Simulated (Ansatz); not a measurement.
## SiMo3: a ladder of calculations

Cell of run 1: a COD entry, whose atoms a relaxation with PBE at fixed cell left in place.

Space group Pm-3n (No. 223); a = 4.8930 Å.

```csv
site,Wyckoff,site symmetry,x,y,z
Si,2a,m-3.,0.0000,0.0000,0.0000
Mo,6c,-4m.2,0.2500,0.0000,0.5000
```

One atom of each set is listed.

All runs are DFT with Ansatz 0.2.0 (plane waves and PAW, scalar-relativistic unless spin–orbit coupling is named, Γ-centred meshes, Fermi–Dirac smearing where given) in this cell.

Run 1: PBE, atoms relaxed; 420 eV, 10×10×10 k-points, smearing 0.05 eV.
Run 2: r2SCAN, at the relaxed atoms; 500 eV, 10×10×10 k-points, smearing 0.05 eV.
Run 3: PBE with spin–orbit coupling, at the relaxed atoms; 420 eV, 10×10×10 k-points, smearing 0.05 eV.
Run 4: LDA, at the relaxed atoms; 420 eV, 10×10×10 k-points, smearing 0.05 eV.
Run 5: PBEsol, at the relaxed atoms; 420 eV, 10×10×10 k-points, smearing 0.05 eV.

```json
{"run": "1", "Mo V_zz (η)": "3.91 (0.00)"}
{"run": "2", "Mo V_zz (η)": "4.53 (0.00)"}
{"run": "3", "Mo V_zz (η)": "?"}
{"run": "4", "Mo V_zz (η)": "3.40 (0.00)"}
{"run": "5", "Mo V_zz (η)": "3.77 (0.00)"}
```

V_zz in 10²¹ V/m²; 1 of the 2 sets of like atoms are followed.

Question: Estimate the row of run 3.

Answer: Mo: 3.80 (0.00). It lies nearest to run 5, from whose tensors on these sites it differs by 0.03 at most (largest principal value of the difference, on Mo). Taken one at a time, the functional (between the two that differ most) moves the tensors on these sites by up to 1.13 (largest principal value of the change, on Mo), spin–orbit coupling by 0.11 (Mo).

In runs 1, 2, 3, 4, 5 there is no gap above 0.1 eV, so the gradients can move by 10 % or more with the k-mesh. The cell isn't the equilibrium one in runs 4, 5 (calculated pressure -9, -5 GPa), and the entry's cell may itself be off.
